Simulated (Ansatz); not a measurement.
One slab under several functionals: fcc Ag (110), 3 layers

All-electron LAPW in Ansatz 0.2.0, scalar-relativistic, no spin–orbit coupling; no spin polarisation. Each functional has its own bulk lattice constant and relaxed 1×1 slab, with 16 to 20 Å of vacuum and a dipole correction.

| functional | area (Å²) | γ (J/m²) | Φ (eV) | Δd12 (%) |
| --- | --- | --- | --- | --- |
| PBEsol | 11.62 | 1.20 | 4.38 | -3.9 |
| PBE | 12.17 | ? | ? | -3.5 |

**Question.** Fill in "Φ (eV)" for the row "PBE".

**Answer.** 4.29.

**Question.** Fill in "γ (J/m²)" for the row "PBE".

**Answer.** 0.90.
